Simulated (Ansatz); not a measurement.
Relaxed-ion elastic tensor of Sn4Au in space group Ccce (No. 68; Sn on 16i, Au on 4a) in GPa (Voigt order), PBEsol in the plane-wave PAW code Ansatz; density 8.97 g/cm³, 24.88 Å³ per atom.

```csv
,1,2,3,4,5,6
1,97.1,52.8,40.5,0.0,0.0,0.0
2,52.8,89.8,49.2,0.0,0.0,0.0
3,40.5,49.2,98.1,0.0,0.0,0.0
4,0.0,0.0,0.0,1.4,0.0,0.0
5,0.0,0.0,0.0,0.0,35.7,0.0
6,0.0,0.0,0.0,0.0,0.0,11.1
```

Task: Is the crystal mechanically stable?

Result: On the edge, within the error: the smallest eigenvalue of C is 1.4 GPa.

Task: Work out the Voigt and Reuss bounds. Is their mean of use?

Result: K_V = 63.3, K_R = 63.3; G_V = 19.1, G_R = 5.4 GPa. The bounds lie so far apart that a Hill average or a Debye temperature from it would say little.

The first step of the workflow began from a Materials Project structure, measured or hypothetical; the Crystallography Open Database copy checked does not list it. COD files the formula under space group No. 41. Its standing as an ambient phase is unchecked. The PBEsol relaxation kept the symmetry of its start; its stability against distortions is not shown here. As this level gives no gap, shear constants depend on the k-mesh and smearing (Fermi–Dirac, 0.1 eV here). On the denser mesh and wider smearing of the elastic run this cell carries a stress of 0.4 GPa. Scalar-relativistic: spin–orbit coupling is off unless named, which matters more the heavier the elements.

Potentials: the later of the program's two PAW sets.
